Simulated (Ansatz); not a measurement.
What DFT gives for ScGe₂Au

```xyz
8
Lattice="1.8514 3.2067 0.0000 -1.8514 3.2067 0.0000 0.0000 0.0000 13.1318" Properties=species:S:1:pos:R:3 pbc="T T T"
Au   -0.0002    2.1379    3.2829
Au   -0.0002    4.2754    9.8488
Sc    0.0000    0.0000    0.0000
Sc    0.0000    0.0000    6.5659
Ge   -0.0002    2.1379    1.1746
Ge   -0.0002    4.2754    7.7405
Ge   -0.0002    2.1379    5.3913
Ge    0.0000    4.2758   11.9571
```

Level: r2SCAN, no spin polarisation; 500 eV; 10×10×3 Γ-centred mesh; fermi-dirac occupations (width 0.0178 eV); Ansatz 0.2.0, fixed geometry.

**Stress.** The pressure is 37.4 GPa (compression positive), so with the atoms held at these fractions the cell would first expand; the forces are large, so a full relaxation may end otherwise. The principal stresses 24.2, 24.2, 63.9 GPa differ, so its shape would change too.
**Forces.** The largest is on Ge6 (and as large on other atoms): 3.68 eV/Å, components (0.00, 0.00, -3.68). It makes 180° with the line to a nearest neighbour, Au2 at 2.11 Å, pointing away from it.
**Electronic structure.** It is a metal, with about 5.3 states/eV a cell as the mean within 0.25 eV of the Fermi level, mostly Ge p (55 %) and Sc d (27 %).
**Contacts.** Au–Ge at 2.11 Å: least valence density 0.92 e/Å³ and ELF 0.41 there. Sc–Ge at 2.44 Å: least valence density 0.41 e/Å³ and ELF 0.37 there. Both are smooth PAW fields, read partly inside the augmentation spheres.
**Charges.** Bader charges in e: Sc +1.18, Ge -0.36, Au -0.45. In the mean Sc gives up most and Au takes most.

Origin: a known structure type with other elements, at an estimated volume, so it need not be a known compound. Caveats: atoms or cell far from equilibrium.
